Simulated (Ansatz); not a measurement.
# YGe$_{2}$Rh$_{2}$, a database entry at a rescaled volume

```
CELL_PARAMETERS angstrom
0.00000 4.16847 0.00000
4.16847 0.00000 0.00000
2.08424 2.08424 -5.18494
ATOMIC_POSITIONS crystal
Y 0.00000 0.00000 0.00000
Ge 0.37800 0.37800 0.24400
Ge 0.62200 0.62200 0.75600
Rh 0.75000 0.25000 0.50000
Rh 0.25000 0.75000 0.50000
```

The numbers come from plane-wave PAW DFT (Ansatz): r2SCAN, no spin polarisation, 500 eV, 9×9×9 Γ-centred k points, fermi-dirac occupations (width 0.0233 eV). Nothing was relaxed.

(1) Is the cell too large or too small?

(2) Describe some of the short contacts.

(3) Where is the largest force?

(4) Give the Bader charges.

(5) What happens at the Fermi level?

Origin: a database entry at a rescaled volume.

## Answers

(1) The pressure is -5.2 GPa (compression positive), so with the atoms held at these fractions the cell would first shrink. The principal stresses -5.5, -5.5, -4.5 GPa differ, so its shape would change too.

(2) Ge–Rh at 2.47 Å: least valence density 0.47 e/Å³ and ELF 0.38 there. Ge–Ge at 2.53 Å: least valence density 0.41 e/Å³ and ELF 0.64 there. Y–Ge at 3.21 Å: least valence density 0.13 e/Å³ and ELF 0.09 there. Both are smooth PAW fields, read partly inside the augmentation spheres.

(3) The largest is on Ge2 (and as large on other atoms): 0.31 eV/Å, components (0.00, 0.00, -0.31). It makes 58° with the line to a nearest neighbour, Rh4 at 2.47 Å.

(4) Bader charges in e: Y +1.79, Ge -0.20, Rh -0.69. In the mean Y gives up most and Rh takes most.

(5) It is a metal, with about 2.4 states/eV a cell as the mean within 0.25 eV of the Fermi level, mostly Rh d (46 %), Y d (26 %) and Ge p (21 %).
